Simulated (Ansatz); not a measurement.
# Ni: computed property card

Ni:
```
CELL_PARAMETERS angstrom
      2.32813     0.00000     0.00000
      0.00000     2.32813     0.00000
      0.00000     0.00000     2.32813
ATOMIC_POSITIONS crystal
  Ni 0.00000 0.00000 0.00000
```
The run is spin-polarised; directions of the spins, atom by atom: ↑.

Space group Pm-3m (No. 221), simple cubic; conventional cell a = 2.3281 Å, b = 2.3281 Å, c = 2.3281 Å, α = 90.00°, β = 90.00°, γ = 90.00°.

Method: plane-wave PAW PBE (Ansatz code). Structure relaxed to zero pressure with the same functional. Other levels are named where they apply.

**Cell and energy**

* **Volume per atom**: 12.62 Å³
* **Density**: 7.72 g/cm³

**Electronic structure**

- Electronic character: metallic (no gap)
- Density of states at the Fermi level: 2.0 states/eV per atom (mean over ±0.08 eV)

**Magnetism**

* **Magnetic order**: ferromagnetic
* **Net moment**: 0.51 μB per atom

**Mechanics**

- Bulk modulus (Birch–Murnaghan fit): 137 GPa
- Pressure derivative B′: 5.7
- Elastic constants (relaxed ions, GPa): C11 = 351, C12 = 34.5, C44 = -31.8
- Mechanical stability: unstable (C has a negative eigenvalue)

A made-up cell: these elements were put on the sites of a structure type; neither database checked (COD, Materials Project) lists it. It is not the phase usual at ambient conditions (space group No. 225). The cell was relaxed with PBE under the symmetry of its start. Spin order of the final state: ferromagnetic, chosen from 3 collinear starts compared on coarse meshes (ties went to the first, and starts can fall back to one state), not a proven ground state. As this level gives no gap, shear constants depend on the k-mesh and smearing (Fermi–Dirac, 0.1 eV here). On the denser mesh and wider smearing of the elastic run this cell carries a stress of 0.7 GPa.

Potentials: the later of the program's two PAW sets.
